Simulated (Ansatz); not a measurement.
Al2Au:
```
Al2Au
1.0
    0.00000     3.00150     3.00150
    3.00150     0.00000     3.00150
    3.00150     3.00150     0.00000
Au Al
1 2
Direct
  0.00000   0.00000   0.00000
  0.25000   0.25000   0.25000
  0.75000   0.75000   0.75000
```

Relaxed with PBEsol. Special points in fractions of this cell's reciprocal vectors: Γ (0.000, 0.000, 0.000); X (0.500, 0.000, 0.500); U (0.625, 0.250, 0.625); K (0.375, 0.375, 0.750); L (0.500, 0.500, 0.500); W (0.500, 0.250, 0.750).

**Question.** List the band energies nearest the Fermi level at these points for plane-wave PAW PBEsol with spin–orbit coupling (Ansatz code).

**Answer.** In eV from the Fermi level; about four levels below and three above (degenerate sets whole), none deeper than 8.9 eV; points with the same levels are listed once.

```
k                    below                above
-  -----------------------  -------------------
Γ  -5.38 -5.38 -5.38 -5.38  1.86 1.86 2.22 2.22
X  -2.38 -2.38 -1.96 -1.96  1.30 1.30 2.03 2.03
U  -3.37 -3.37 -1.41 -1.41  1.83 1.83 4.32 4.32
L  -5.00 -5.00 -0.02 -0.02  0.58 0.58 3.22 3.22
W  -3.90 -3.90 -2.20 -2.20  4.06 4.06 4.16 4.16
```

Space group Fm-3m (fluorite or antifluorite type). The cell was relaxed with PBEsol under the symmetry of its start; of distortions, only those at the zone centre were tested.

Potentials: the later of the program's two PAW sets.
